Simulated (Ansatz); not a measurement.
This cell of LiNbO3 (LiNbO3 type, space group R3c) is off equilibrium:

```xyz
10
Lattice="2.5949 1.4982 4.6721 -2.5949 1.4982 4.6721 0.0000 -2.9964 4.6721" Properties=species:S:1:pos:R:3 pbc="T T T"
Li     0.0000     0.0000     9.6984
Li     0.0000     0.0000     2.9902
Nb     0.0000     0.0000    13.8229
Nb     0.0000     0.0000     6.7479
O     -0.6262     1.4545     8.2491
O      1.5727    -0.1849     8.2491
O     -0.9465    -1.2696     8.2491
O      0.9982     1.3371     5.8912
O      0.6589    -1.5330     5.8912
O     -1.6571     0.1959     5.8912
```

These are PBE (plane waves to 420 eV, PAW, scalar-relativistic; Ansatz, a first-principles code) values and carry that method's errors. k mesh 8×8×8 (Γ-centred), Fermi-Dirac smearing 0.05 eV. Stress and pressure are positive under compression. LiNbO3 is run without spin polarisation. LiNbO3 was relaxed with its symmetry unable to fall. The PAW data are Ansatz's earlier set.

**Question.** Predict the force on every atom, in eV/Å.

**Answer.** 
```
atom      Fx      Fy      Fz
----  ------  ------  ------
Li1    0.000   0.000   0.210
Li2    0.000   0.000  -0.123
Nb3    0.000   0.000  -0.470
Nb4    0.000   0.000   0.480
O5    -0.044   0.026  -0.046
O6     0.045   0.025  -0.046
O7    -0.001  -0.051  -0.046
O8     0.020  -0.033   0.013
O9    -0.038  -0.001   0.013
O10    0.018   0.034   0.013
```

(A displaced cell: forces are minus the slopes of the energy, force constants its curvatures, and phonons follow from these.)
